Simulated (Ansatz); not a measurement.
WS2 with Zr replacing W: gradients before and after relaxing the atoms

Start: a supercell of WS2 (space group P6_3/mmc) built from a structure deposited in the COD (the entry's cell lengths or inner coordinates differ somewhat from later room-temperature determinations), with all atoms left at the host's positions.

```cif
data_structure
_symmetry_space_group_name_H-M 'P 1'
_symmetry_Int_Tables_number 1
_cell_length_a 6.3600
_cell_length_b 9.5400
_cell_length_c 12.5000
_cell_angle_alpha 90.000
_cell_angle_beta 90.000
_cell_angle_gamma 120.000
_cell_volume 656.82
loop_
_atom_site_label
_atom_site_type_symbol
_atom_site_fract_x
_atom_site_fract_y
_atom_site_fract_z
_atom_site_occupancy
Zr1 Zr 0.16667 0.22222 0.25000 1
W2 W 0.16667 0.55556 0.25000 1
W3 W 0.16667 0.88889 0.25000 1
W4 W 0.66667 0.22222 0.25000 1
W5 W 0.66667 0.55556 0.25000 1
W6 W 0.66667 0.88889 0.25000 1
W7 W 0.33333 0.11111 0.75000 1
W8 W 0.33333 0.44444 0.75000 1
W9 W 0.33333 0.77778 0.75000 1
W10 W 0.83333 0.11111 0.75000 1
W11 W 0.83333 0.44444 0.75000 1
W12 W 0.83333 0.77778 0.75000 1
S13 S 0.16667 0.22222 0.62500 1
S14 S 0.16667 0.55556 0.62500 1
S15 S 0.16667 0.88889 0.62500 1
S16 S 0.66667 0.22222 0.62500 1
S17 S 0.66667 0.55556 0.62500 1
S18 S 0.66667 0.88889 0.62500 1
S19 S 0.33333 0.11111 0.12500 1
S20 S 0.33333 0.44444 0.12500 1
S21 S 0.33333 0.77778 0.12500 1
S22 S 0.83333 0.11111 0.12500 1
S23 S 0.83333 0.44444 0.12500 1
S24 S 0.83333 0.77778 0.12500 1
S25 S 0.16667 0.22222 0.87500 1
S26 S 0.16667 0.55556 0.87500 1
S27 S 0.16667 0.88889 0.87500 1
S28 S 0.66667 0.22222 0.87500 1
S29 S 0.66667 0.55556 0.87500 1
S30 S 0.66667 0.88889 0.87500 1
S31 S 0.33333 0.11111 0.37500 1
S32 S 0.33333 0.44444 0.37500 1
S33 S 0.33333 0.77778 0.37500 1
S34 S 0.83333 0.11111 0.37500 1
S35 S 0.83333 0.44444 0.37500 1
S36 S 0.83333 0.77778 0.37500 1
```

Atom numbers follow the list; atoms alike are taken as one site, whose name carries the number of the first.

All values are calculated (Ansatz; DFT, PBE, plane waves and PAW, scalar-relativistic, 420 eV cutoff, Γ-centred 4×3×2 k-points, Fermi–Dirac smearing 0.01 eV), not measured.

The largest force at the start is 1.5 eV/Å. Relaxing the ions at fixed cell moves them by 0.115 Å at most (atom 20, S) and 0.044 Å rms.

| site | atom | moved (Å) | first shell before | first shell after | V_zz before (10²¹ V/m²) | η before |
| --- | --- | --- | --- | --- | --- | --- |
| Zr | 1 | 0.010 | 6 S at 2.41 Å | 6 S at 2.49–2.51 Å | -7.68 | 0.07 |
| W3 | 3 | 0.038 | 6 S at 2.41 Å | 6 S at 2.40–2.41 Å | -15.90 | 0.42 |
| W4 | 4 | 0.033 | 6 S at 2.41 Å | 6 S at 2.40–2.42 Å | -14.13 | 0.93 |
| W5 | 5 | 0.047 | 6 S at 2.41 Å | 6 S at 2.40–2.42 Å | -15.36 | 0.53 |
| W6 | 6 | 0.043 | 6 S at 2.41 Å | 6 S at 2.40–2.42 Å | -16.02 | 0.43 |
| S19 | 19 | 0.085 | 2 W at 2.41 Å, 1 Zr at 2.41 Å | 2 W at 2.40–2.41 Å, 1 Zr at 2.49 Å | -7.22 | 0.50 |
| S20 | 20 | 0.115 | 1 Zr at 2.41 Å, 2 W at 2.41 Å | 2 W at 2.41–2.42 Å, 1 Zr at 2.51 Å | -7.63 | 0.49 |
| S22 | 22 | 0.090 | 2 W at 2.41 Å, 1 Zr at 2.41 Å | 2 W at 2.41 Å, 1 Zr at 2.50 Å | -7.35 | 0.52 |
| S23 | 23 | 0.015 | 3 W at 2.41 Å | 3 W at 2.41–2.42 Å | -4.40 | 0.14 |
| S24 | 24 | 0.033 | 3 W at 2.41 Å | 3 W at 2.40–2.42 Å | -4.36 | 0.09 |

Task: What are V_zz and η after the relaxation?

Result: 

```
site  atom  V_zz after  η after  change of V_zz
  Zr     1       -4.66     0.11           +3.02
  W3     3      -15.99     0.22           -0.09
  W4     4      -16.27     0.82           -2.14
  W5     5      -16.11     0.58           -0.75
  W6     6      -15.58     0.40           +0.44
 S19    19       -5.96     0.55           +1.26
 S20    20       -6.54     0.60           +1.09
 S22    22       -6.24     0.57           +1.11
 S23    23       -4.69     0.07           -0.29
 S24    24       -4.47     0.09           -0.11
```

The largest change of V_zz is on Zr, from -7.68 to -4.66. In per cent, |V_zz| changes by -39 on Zr, -3 to +15 on W, -18 to +7 on S (all sites that start above 2). Where |V_zz| stays above 0.1 and the axes keep their order, η moves most on W3, from 0.42 to 0.22. On S24 V_xx and V_yy change places (or their axes turn by over 50°), so the two values of η hide a larger change. The table leaves out 14 of the 24 sites, with |V_zz| up to 17.56; their tensors move by 1.04 at most along any direction. The statements above cover all sites. The host's own positions weren't relaxed first, so part of the change far from the defect can be the host's relaxation.

The run isn't spin-polarised, and a state with spin may lie lower. The defect repeats with the cell of 36 atoms, so it feels its images: sites between two images don't show the values beside a lone defect, and zeros or small values of η there can come from the images' arrangement. S and W carry a gradient in the pure host already, so the values there aren't the defect's effect alone. The defect cell has no gap above 0.1 eV on its mesh, so the values can hang on the smearing and the k-mesh. Without spin–orbit coupling the gradients at and beside W can be off by some per cent, at some sites by more.
Before: The neighbours have not yet relaxed around the defect (largest force 1.5 eV/Å), so a real crystal will differ.
After: The relaxation keeps the site symmetry m of the start, so the impurity can move only within its mirror plane; a distortion that would localise the partly filled state isn't explored.
